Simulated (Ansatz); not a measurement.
**Equation of state of SrIr2**

A database entry relaxed whole under r2SCAN (Fd-3m):

```yaml
crystal:
  lattice:
    - [0.00000, 3.84959, 3.84959]
    - [3.84959, 0.00000, 3.84959]
    - [3.84959, 3.84959, 0.00000]
  atoms:
    - { symbol: Sr, position: [0.00000, 0.00000, 0.00000] }
    - { symbol: Sr, position: [0.25000, 0.25000, 0.25000] }
    - { symbol: Ir, position: [0.62500, 0.62500, 0.62500] }
    - { symbol: Ir, position: [0.12500, 0.62500, 0.62500] }
    - { symbol: Ir, position: [0.62500, 0.62500, 0.12500] }
    - { symbol: Ir, position: [0.62500, 0.12500, 0.62500] }
```

The cell was scaled uniformly, its shape held, and the atoms relaxed at each volume with plane-wave PAW DFT (Ansatz 0.2.0; r2SCAN, 500 eV, 8×8×8 Γ-centred mesh, fermi-dirac occupations of width 0.100 eV; no spin, no spin-orbit coupling). One row is withheld.

| volume (Å³/atom) | energy over the lowest (meV/atom) | pressure (GPa) |
| --- | --- | --- |
| 17.875 | 37.6 | 11.55 |
| 18.256 | 15.8 | 7.25 |
| 18.636 | 3.6 | 3.42 |
| 19.016 | 0.0 | 0.01 |
| 19.396 | ? | ? |
| 19.777 | 14.9 | -5.74 |
| 20.157 | 31.9 | -8.15 |

Q: Fit the pressures of the other rows to the third-order Birch-Murnaghan form.

A: With f = [(V₀/V)^(2/3) − 1]/2 and P = 3B₀f(1 + 2f)^(5/2)[1 + 3(B₀′ − 4)f/2], least squares gives V₀ = 19.02 Å³ an atom, B₀ = 161 GPa and B₀′ = 4.8; the rows miss the fit by less than 0.01 GPa. The slope of the energies differs from these pressures by 0.18 GPa, since they are taken to zero smearing while pressures follow the free energy.

Q: What does the withheld row hold?

A: The fit gives -3.03 GPa at 19.396 Å³; the run gave -3.04 GPa and 4.1 meV an atom.

Caveats: the shape of the cell was held; 0 K, fixed nuclei; the symmetry was kept, and this need not be the phase that is stable at 0 K; one mesh for all volumes; pressure is positive in compression.
